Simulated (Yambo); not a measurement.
**LiNbO$_{3}$: sweep of GW parameters**

G0W0@PBEsol for LiNbO3 (space group R-3, No. 148) in Yambo. Reference settings: 2×2×2 Γ-centred k mesh, bands 5 to 182 and a 7 Ry block in the screening, 182 bands in G with the Bruneval-Gonze terminator, plasmon pole fitted at 27.2 eV. The PBEsol gap F → F on this mesh is 3.84 eV; G0W0 gaps are taken between the same points.

```json
[
 {"change from the reference": "reference settings", "G0W0 gap F → F (eV)": "5.67", "shift of the valence edge (eV)": "-0.53", "rough Yambo cost": "1"},
 {"change from the reference": "78 bands in W, 78 bands in G", "G0W0 gap F → F (eV)": "5.84", "shift of the valence edge (eV)": "-0.36", "rough Yambo cost": "about 1/2"},
 {"change from the reference": "121 bands in W, 121 bands in G", "G0W0 gap F → F (eV)": "5.73", "shift of the valence edge (eV)": "-0.46", "rough Yambo cost": "within a factor of two"},
 {"change from the reference": "78 bands in G", "G0W0 gap F → F (eV)": "5.72", "shift of the valence edge (eV)": "-0.49", "rough Yambo cost": "–"},
 {"change from the reference": "121 bands in G", "G0W0 gap F → F (eV)": "5.68", "shift of the valence edge (eV)": "-0.52", "rough Yambo cost": "–"},
 {"change from the reference": "93 bands in W", "G0W0 gap F → F (eV)": "5.75", "shift of the valence edge (eV)": "-0.43", "rough Yambo cost": "within a factor of two"},
 {"change from the reference": "3 Ry block", "G0W0 gap F → F (eV)": "5.81", "shift of the valence edge (eV)": "-0.53", "rough Yambo cost": "within a factor of two"},
 {"change from the reference": "1 Ry block", "G0W0 gap F → F (eV)": "6.64", "shift of the valence edge (eV)": "-1.02", "rough Yambo cost": "within a factor of two"},
 {"change from the reference": "6 Ry block", "G0W0 gap F → F (eV)": "5.66", "shift of the valence edge (eV)": "-0.50", "rough Yambo cost": "within a factor of two"},
 {"change from the reference": "pole fitted at 10 eV", "G0W0 gap F → F (eV)": "5.61", "shift of the valence edge (eV)": "-0.42", "rough Yambo cost": "–"},
 {"change from the reference": "no random integration", "G0W0 gap F → F (eV)": "5.59", "shift of the valence edge (eV)": "-0.26", "rough Yambo cost": "–"},
 {"change from the reference": "78 bands in G, no terminator", "G0W0 gap F → F (eV)": "5.90", "shift of the valence edge (eV)": "0.12", "rough Yambo cost": "–"},
 {"change from the reference": "121 bands in G, no terminator", "G0W0 gap F → F (eV)": "5.78", "shift of the valence edge (eV)": "-0.15", "rough Yambo cost": "–"},
 {"change from the reference": "no terminator", "G0W0 gap F → F (eV)": "5.71", "shift of the valence edge (eV)": "-0.32", "rough Yambo cost": "–"}
]
```

The reference isn't shown to be the converged limit. Costs are rough (shared machines), scaled to the same edge states, and given only for runs that recompute the screening. The mesh misses a band edge: along a dense path the PBEsol gap is 3.79 eV against 3.84 eV on the mesh.

Spin-orbit splittings are left out.

Geometry of the Materials Project entry, not relaxed at this level; primitive cell a = b = c = 5.727 Å, α = β = γ = 54.96°.

This is not the ordinary phase of the substance.

A shift is the quasiparticle energy of the state minus its PBEsol energy.
